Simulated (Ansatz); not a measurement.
The guess for Hf2Si3 was made by a generator: random cell by space group and Wyckoff sites (Cmmm, No. 65). The dimensions are guesses.

```cif
data_structure
_symmetry_space_group_name_H-M 'P 1'
_symmetry_Int_Tables_number 1
_cell_length_a 3.7684
_cell_length_b 3.7684
_cell_length_c 5.8955
_cell_angle_alpha 90.000
_cell_angle_beta 90.000
_cell_angle_gamma 90.215
_cell_volume 83.72
loop_
_atom_site_label
_atom_site_type_symbol
_atom_site_fract_x
_atom_site_fract_y
_atom_site_fract_z
_atom_site_occupancy
Hf1 Hf 0.00000 0.50000 0.00000 1
Hf2 Hf 0.50000 0.00000 0.00000 1
Si1 Si 0.00000 0.00000 0.18232 1
Si2 Si 0.00000 0.00000 0.81768 1
Si3 Si 0.50000 0.50000 0.50000 1
```

Level of theory: DFT PBE, scalar-relativistic, plane waves, PAW (Ansatz 0.2.0). Cutoff 420 eV, Gaussian smearing, Γ-centred meshes. Cell and atoms relax first on a coarse mesh and then on a finer one. In between, the cell is made exact in the group found at 0.06 Å. In metals the finer mesh still leaves noise of several meV/atom or more. The steps can't lower the symmetry of their start. No spin polarisation.

A guess keeps its type if space group and coordination stay and the shape of the cell changes little (axis ratios within about 15 %, angles within 6°); the volume may change.

Question: Does this structure survive the relaxation?

Answer: It doesn't keep its type. The symmetry goes from Cmmm (No. 65) to P4/mmm (No. 123). The volume per atom grows by 21.9 %, from 16.7 to 20.4 Å³. The shortest distance goes from 2.15 Å (Si–Si) to 2.21 Å (Si–Si). Counting neighbours within 15 % of an atom's shortest distance, the start has Hf 4, Si 5/16 and the end Hf 4, Si 2/16. In detail, at the end around Hf lie 4 Si at 2.64 Å, 4 Si at 3.30 Å and 4 Hf at 3.31 Å; Si on a site of symmetry 4mm has 1 Si at 2.21 Å, 1 Si at 2.45 Å, 4 Hf at 2.64 Å and 4 Si at 3.49 Å; Si on a site of symmetry 4/mmm is surrounded by 8 Hf at 3.30 Å and 8 Si at 3.49 Å.

```
CELL_PARAMETERS angstrom
4.67954 0.00000 0.00000
0.00000 4.67954 0.00000
0.00000 0.00000 4.66158
ATOMIC_POSITIONS crystal
Hf 0.00000 0.50000 0.00000
Hf 0.50000 0.00000 0.00000
Si 0.00000 0.00000 0.26318
Si 0.00000 0.00000 0.73682
Si 0.50000 0.50000 0.50000
```

The last run used a 10×10×8 mesh (in the run's order of axes) for its 5-atom cell and Gaussian smearing of 0.10 eV. Spin–orbit coupling, which can matter for Hf, is left out. Symmetry constrained the relaxation, so the result can be a saddle point. Another cell of Hf2Si3 relaxed alike, in P-3m1, lies 0.78 eV/atom lower, so this cell isn't the stable form at this level.

In counts of neighbours, a slash parts the counts of unlike sites.
